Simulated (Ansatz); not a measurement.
Input and command of a plane-wave DFT calculation in Ansatz:

```yaml
crystal:
  lattice:
    - [0.0, 2.03, 2.03]
    - [2.03, 0.0, 2.03]
    - [2.03, 2.03, 0.0]
  atoms:
    - { symbol: W, position: [0.0, 0.0, 0.0] }
basis:
  ecutwfc: 420
kpoints:
  mp_grid: { grid: [18, 18, 18] }
hamiltonian:
  xc: pbesol
scf:
  occupations: { method: gaussian, width: 0.1 }
output:
  forces: true
  stress: true
  eigenvalues: true
  populations: true
```

```bash
ansatz run input.yaml --threads 1 --pin off --max-ram 2560MiB --backend cpu --events-out ev --progress --plain --runs-dir out
```

Processor: Intel(R) Xeon(R) Platinum 8488C (Sapphire Rapids), 1 thread, on a host shared with other jobs.

Task: How long does it run, and how much memory does it take?

Result: About 2.2 s on 1 thread of Intel(R) Xeon(R) Platinum 8488C (Sapphire Rapids) (shared host), peak memory 0.36 GiB. It solves 11 bands at 195 k points (the mesh reduced by the symmetry that the task leaves, which can be less than the crystal's) with about 331 plane waves, in 6 SCF iterations.
